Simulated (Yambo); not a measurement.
Yambo run on AlPO$_{4}$ (space group I-4, No. 82). The wavefunctions are PBEsol (Quantum ESPRESSO, PseudoDojo norm-conserving, 84 Ry, without SOC) ones on a 4×4×4 mesh (16 occupied bands); a = 5.120 Å, b = 5.120 Å, c = 5.120 Å, α = 121.28°, β = 121.28°, γ = 87.80°.

Yambo input:

```
rim_cut
gw0
dyson
el_el_corr
HF_and_locXC
ppa
em1d
RandQpts= 1000000
RandGvec= 1 Ry
EXXRLvcs= 84 Ry
VXCRLvcs= 336 Ry
Chimod= "HARTREE"
% BndsRnXp
 1 | 133 |
%
NGsBlkXp= 6 Ry
% LongDrXp
 1.0 | 1.0 | 1.0 |
%
PPAPntXp= 27.2114 eV
% GbndRnge
 1 | 133 |
%
GTermKind= "BG"
DysSolver= "n"
ExtendOut
% QPkrange
 1 | 1 | 16 | 17 |
%
```

k points by index: 1 = Γ.

Table of the .qp output:

```
#    K-point    Band    Eo [eV]    E [eV]    E-Eo [eV]    Vxc [eV]    Vnlxc [eV]    Sc|Eo [eV]    Sc|E [eV]    dSc/dw|Eo [eV]    Re(Z)    Im(Z)
#
    1    16    0.000000    -1.991648    -1.991648    -19.60013    -25.67965    3.669531    4.087875    -5.715431    0.826419    -0.988796E-3
    1    17    5.869970    6.852248    0.982278    -9.173349    -5.194172    -2.870352    -2.996900    -3.505431    0.885879    -0.702396E-3
```
(The two width columns are left out.) Convergence of these settings isn't established.

Geometry of the Materials Project entry, not relaxed at this level.
